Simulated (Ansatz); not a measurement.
NaF (rock salt), relaxed with HSE06 (Ansatz, an electronic-structure program, plane waves, PAW): a = 4.638 Å, b = 4.638 Å, c = 4.638 Å, α = 90.00°, β = 90.00°, γ = 90.00°.

```
Quantity              Result
--------------------  ------
gap (eV)                8.47
B₀ by P(V) fit (GPa)    49.2
```

**Question.** The same phase is relaxed and computed with r²SCAN in the same code. What are the cell and these values now?

**Answer.** a = 4.5945 Å, b = 4.5945 Å, c = 4.5945 Å, α = 90.00°, β = 90.00°, γ = 90.00°.

gap (eV): 7.28
B₀ by P(V) fit (GPa): 54.4

All cells were relaxed under the symmetry of their starts (and spin orders); stability against distortions was not tested throughout.

Potentials: the later of the program's two PAW sets.

Ansatz is a plane-wave DFT program.
